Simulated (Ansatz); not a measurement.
Relaxed candidate structures of YOF:

A. P4/nmm, origin choice 1 (No. 129), tP6; a = b = 3.8109 Å, c = 5.4213 Å, α = β = γ = 90.00°; Y 2c (0.000, 0.500, 0.289); O 2b (0.500, 0.500, 0.500); F 2a (0.000, 0.000, 0.000); non-magnetic

B. R-3m, hexagonal axes (No. 166), hR6; a = b = 3.7742 Å, c = 18.8172 Å, α = β = 90.00°, γ = 120.00°; Y 6c (0.000, 0.000, 0.259); O 6c (0.000, 0.000, 0.378); F 6c (0.000, 0.000, 0.130); non-magnetic

C. P6₃mc (No. 186), hP6; a = b = 3.747 Å, c = 6.254 Å, α = β = 90.00°, γ = 120.00°; F 2a (0.000, 0.000, 0.216); O 2b (0.333, 0.667, 0.467); Y 2b (0.667, 0.333, 0.329); non-magnetic

D. P6₃/mmc (No. 194), hP6; a = b = 3.728 Å, c = 5.741 Å, α = β = 90.00°, γ = 120.00°; Y 2a (0.000, 0.000, 0.000); O 2c (0.333, 0.667, 0.250); F 2d (0.667, 0.333, 0.250); non-magnetic

Q: Put the candidates in order of energy per atom, lowest first, for PBEsol (plane waves to 420 eV, PAW, scalar-relativistic; Ansatz, a first-principles code).

A: B (reference, the lowest among the structures calculated here), A (+13 meV/atom), C (+178 meV/atom), D (+1.36 eV/atom)

Q: Which candidates are metallic at this level, and what gaps do the others have?

A: No gap: D. A: 5.03 eV (no spin-orbit coupling); B: 4.96 eV (no spin-orbit coupling); C: 5.03 eV (no spin-orbit coupling).

1 run with a doubtful electronic state, a coarser numerical grid, an end not at rest or a source that can't be used is left out. 1 generated cell of layers, chains or molecules, poorly bound without dispersion, is left out. Each run could gain symmetry but not lose that of its start, so entries can be saddle points. From databases, or of a type measured for this composition: P4/nmm, tP6, non-magnetic; R-3m, hR6, non-magnetic; the others are generated cells (placed on structure types, drawn at random, substituted or restacked) that were not matched to a known phase here. Each structure is listed in the lowest spin state found for it. Energies are at zero temperature and pressure, without zero-point motion. Each cell has its own k-point mesh; energy differences are given only to the digits this allows. No spin polarisation in the result. No Hubbard U is applied.
